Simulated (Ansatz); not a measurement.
## Sr: a film clamped to a substrate

Theory: Ansatz, DFT r2SCAN, scalar-relativistic, plane waves, PAW. Cutoff 500 eV, Γ-centred 12×12×8 k-points, Gaussian smearing of 0.15 eV. No spin polarisation. Energies are free energies at this smearing, counted from the undisturbed cell; pressure is positive in compression.

Zero of the scan (as given, not relaxed at this level; it stands at 0.1 GPa; this form isn't the usual structure):

```
Sr
1.0
     4.31000    0.00000    0.00000
    -2.15500    3.73257    0.00000
     0.00000    0.00000    7.05000
Sr
2
Direct
  0.33333 0.66667 0.25000
  0.66667 0.33333 0.75000
```

The cell (2 atoms, V0 = 113.42 Å³) is strained by p along both x and y and by q along z, fractional coordinates fixed. τp = (1/V0) ∂E/∂p = (σxx + σyy)(1 + p)(1 + q) and τq = (1/V0) ∂E/∂q = σzz(1 + p)², with tension positive.

```
     p q  ΔE (meV/atom)  τp (GPa)  τq (GPa)
 0.000   0.000           0.00     -0.07     -0.22
-0.025   0.000           7.69     -1.71     -0.46
 0.025   0.000           5.70      1.32      0.05
 0.000  -0.025           5.15     -0.37     -0.94
 0.000   0.025           1.19      0.15      0.48
```

Q: Get the second derivatives of the energy density.

A: Central differences give A = ∂τp/∂p = 61 GPa (C11 + C22 + 2 C12), C = ∂τq/∂q = 28.4 GPa (C33) and the cross term B = ∂τq/∂p = 10.2 GPa (C13 + C23); ∂τp/∂q = 10.5 GPa must equal B, and any difference shows higher-order terms. The ions are clamped.

Q: A film of this crystal grows with z along the normal on a substrate that imposes p. How does its thickness respond, and what does the misfit cost?

A: Count p and q from the stress-free cell. A free surface needs τq = 0, so q = −(B/C) p = -0.36 p. The energy density left is (A − B²/C) p²/2 = M p², with the biaxial modulus M = 28.5 GPa; a misfit of 1 % costs 1.01 meV/atom, against 1.07 meV/atom if the thickness were held.

At p = 0.050 the energies along q are 27.7 (q = -0.050), 22.4 (q = -0.025), 22.8 (q = 0.000), 28.3 (q = 0.025), 38.9 (q = 0.050) meV/atom.

Q: Does the linear rule hold at this misfit?

A: A parabola through the lowest point and its neighbours has its minimum at q = -0.014, 21.9 meV/atom. With the stress left in the starting cell, τp0 and τq0, linear elasticity gives q = −(τq0 + Bp)/C = -0.010 and E = V0(τp0 p + τq0 q + Ap²/2 + Bpq + Cq²/2)/N = 25.0 meV/atom. The energies differ by more than a tenth, so the quadratic law fails here: the gap holds the anharmonic part, with some error from the wide steps. Cubic terms also shift the vertex of so wide a parabola.

In a metal these slopes depend on the k mesh and the smearing.